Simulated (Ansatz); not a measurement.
Put Sr₂BeTe₃ in P3m1 (No. 156): Sr on 1b and 1c; Be on 1a; Te on 1a, 1b and 1c. The guess for Sr₂BeTe₃ was made by a generator: close-packed anion layers stacked ABC, with sites between them filled layer by layer (elements of the layers in order: Te Te Te).

All numbers below come from DFT PBE, scalar-relativistic, plane waves, PAW (Ansatz 0.2.0). Cutoff 420 eV, Γ-centred mesh, Gaussian smearing, no spin polarisation.

Formation energies are uncorrected and refer to the elements' standard structures at the same level.

Q: Predict the relaxed structure.

A:

Space group P3m1 (No. 156). a = 4.680 Å, b = 4.680 Å, c = 12.741 Å, α = 90.00°, β = 90.00°, γ = 120.00°
| atom | site | symmetry | x | y | z |
| --- | --- | --- | --- | --- | --- |
| Sr | 1b | 3m. | 0.3333 | 0.6667 | 0.4879 |
| Sr | 1c | 3m. | 0.6667 | 0.3333 | 0.8638 |
| Be | 1a | 3m. | 0.0000 | 0.0000 | 0.1770 |
| Te | 1a | 3m. | 0.0000 | 0.0000 | 0.9875 |
| Te | 1b | 3m. | 0.3333 | 0.6667 | 0.2320 |
| Te | 1c | 3m. | 0.6667 | 0.3333 | 0.6132 |

Sr on its first site has 4 Te at 3.14–3.26 Å; Sr on its second site is surrounded by 4 Te at 3.13–3.19 Å; Be is surrounded by 1 Te at 2.42 Å and 3 Te at 2.79 Å; Te on its first site is surrounded by 1 Be at 2.42 Å and 3 Sr at 3.13 Å; 2 more sites not described. Another local minimum with the same sites may exist.

Q: And its energy and gap?

A: The formation energy is −0.865 eV/atom and the gap on the 6×6×2 mesh of the 6-atom cell is 1.48 eV. Whether it is stable depends on the other phases of the system, which aren't compared here.

The last run used Gaussian smearing of 0.02 eV. These runs have no spin–orbit coupling, which can matter for Te. Kohn–Sham gaps at this level usually fall short of measured ones. The missing spin–orbit coupling can work the other way here. The reference form of Te is held partly by dispersion forces, which this level lacks. Symmetry constrained the relaxation, so the result can be a saddle point.
